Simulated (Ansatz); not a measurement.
Relaxed-ion elastic tensor of Ca3BiN (anti-perovskite, Pm-3m) in GPa (Voigt order), LDA (plane waves, PAW; program Ansatz); density 5.22 g/cm³, 21.84 Å³ per atom.

```
 140  27.9  27.9   0.0   0.0   0.0
27.9   140  27.9   0.0   0.0   0.0
27.9  27.9   140   0.0   0.0   0.0
 0.0   0.0   0.0  54.4   0.0   0.0
 0.0   0.0   0.0   0.0  54.4   0.0
 0.0   0.0   0.0   0.0   0.0  54.4
```

Q: Is the crystal mechanically stable?

A: Yes: the smallest eigenvalue of C is 54.4 GPa.

Q: Work out the Voigt, Reuss and Hill averages.

A: K_V = 65.4, K_R = 65.4, K_H = 65.4; G_V = 55.1, G_R = 55.1, G_H = 55.1 GPa.

Q: Give Young's modulus, Poisson's ratio, Pugh's ratio and the universal anisotropy index.

A: E = 9KG/(3K + G) = 129 GPa; ν = 0.17; K/G = 1.19 (brittle by the Pugh limit of 1.75); A_U = 5G_V/G_R + K_V/K_R − 6 = 0.00.

Q: Estimate the sound speeds and the Debye temperature.

A: v_l = √((K + 4G/3)/ρ) = 5160 m/s, v_t = √(G/ρ) = 3250 m/s, mean 3580 m/s; Θ = (h/k)(3n/4πV)^(1/3) v_m = 381 K.

Q: Give the Zener ratio and Young's modulus along [100], [110] and [111].

A: A = 2C44/(C11 − C12) = 0.97; 1/E = S11 − 2(S11 − S12 − S44/2)Γ with Γ = 0, 1/4, 1/3 gives 131, 129, 128 GPa.

Q: Solve the Christoffel equation for the three sound speeds along [100], [110], [111].

A: Eigenvalues of C_ijkl n_j n_l equal ρv². In km/s, slowest first: [100] 3.23, 3.23, 5.18; [110] 3.23, 3.28, 5.15; [111] 3.26, 3.26, 5.14.

The first step of the workflow began from a Materials Project structure, measured or hypothetical; the Crystallography Open Database files this formula in space group No. 221, but the cells were not matched. Whether it is the stable phase at ambient conditions was not checked. Symmetry was held in the LDA relaxation; of distortions, only those at the zone centre were tested. Scalar-relativistic: spin–orbit coupling is off unless named, which matters more the heavier the elements.

Potentials: the later of the program's two PAW sets.
